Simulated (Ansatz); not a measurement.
InAs (started from an entry of an open crystallographic database), relaxed with r2SCAN, was run in the PAW code Ansatz under altered settings. All numbers are computed, without spin polarisation but where a row says otherwise.

```xyz
2
Lattice="0.0000 3.0546 3.0546 3.0546 0.0000 3.0546 3.0546 3.0546 0.0000" Properties=species:S:1:pos:R:3 pbc="T T T"
In    0.0000    0.0000    0.0000
As    1.5273    1.5273    1.5273
```

The base run's other keys:
```yaml
kpoints:
  mp_grid: { grid: [4, 4, 4] }
hamiltonian:
  xc: hse06
scf:
  occupations: { method: fermi_dirac, width: 0.02 }
  n_extra_bands: 4
```

It takes 15 iterations with 1139 plane waves at 420 eV and 8 k points, and leaves a mean stress of +0.10 GPa. The gap over this mesh is 0.402 eV. It ran on 4 threads of Intel(R) Xeon(R) 6975P-C (Granite Rapids) (shared host).

Outcomes, with energy and stress as changes against the base:

| setting | outcome | ΔF (meV/atom) | Δ mean stress (GPa) | gap on the mesh (eV) | iterations | wall time |
| --- | --- | --- | --- | --- | --- | --- |
| PBE hybrid, exx coeff 0.5, omega 0.1 1/Å | converged | – | -2.1 | 1.889 | 27 | 5.3 s |
| PBE hybrid, exx coeff 0.35, omega 0.1 1/Å | converged | – | -1.0 | 1.143 | 27 | 5.9 s |
| PBE hybrid, exx coeff 0.3, omega 0.5 1/Å | converged | – | +0.7 | 0.106 | 18 | 4.5 s |
| basis.ecutwfc: 750 | converged | -1.6 | 0.0 | 0.402 | 15 | 11 s |

A dash marks a value that wasn't obtained or can't be compared. Stress is positive in compression. The base took 4.2 s.

- PBE hybrid, exx coeff 0.5, omega 0.1 1/Å. That is 50 % exact exchange, screened with ω = 0.1 1/Å, against HSE06's 25 % screened at 0.208 1/Å. The mean stress moves by -2.1 GPa and the gap on the mesh by +1.487 eV (to 1.889). Totals of different functionals aren't comparable. The program warns that on this mesh the truncation of the exchange isn't bounded, so part of the change can be an error of the mesh.
- PBE hybrid, exx coeff 0.35, omega 0.1 1/Å. That is 35 % exact exchange, screened with ω = 0.1 1/Å, against HSE06's 25 % screened at 0.208 1/Å. The mean stress moves by -1.0 GPa and the gap on the mesh by +0.741 eV (to 1.143). Totals of different functionals aren't comparable. The program warns that on this mesh the truncation of the exchange isn't bounded, so part of the change can be an error of the mesh.
- PBE hybrid, exx coeff 0.3, omega 0.5 1/Å. That is 30 % exact exchange, screened with ω = 0.5 1/Å, against HSE06's 25 % screened at 0.208 1/Å. The mean stress moves by +0.7 GPa and the gap on the mesh by -0.295 eV (to 0.106). Totals of different functionals aren't comparable.
- basis.ecutwfc: 750. 2685 plane waves in place of 1139. The free energy moves by -1.6 meV an atom, the mean stress by 0.0 GPa and the gap on the mesh by 0.000 eV (to 0.402). The base cutoff was converged to that degree.

No spin-orbit coupling is included; it can move band edges with weight on the heavy atoms by tenths of an eV.

The program warns that its thresholds are loose for a hybrid's stress.

Gaps or overlaps of about a tenth of an eV are at the limit of these meshes: between the points read a gap can be smaller or closed.

The meshes of the hybrids are coarse, so their gaps aren't converged to the digits shown.
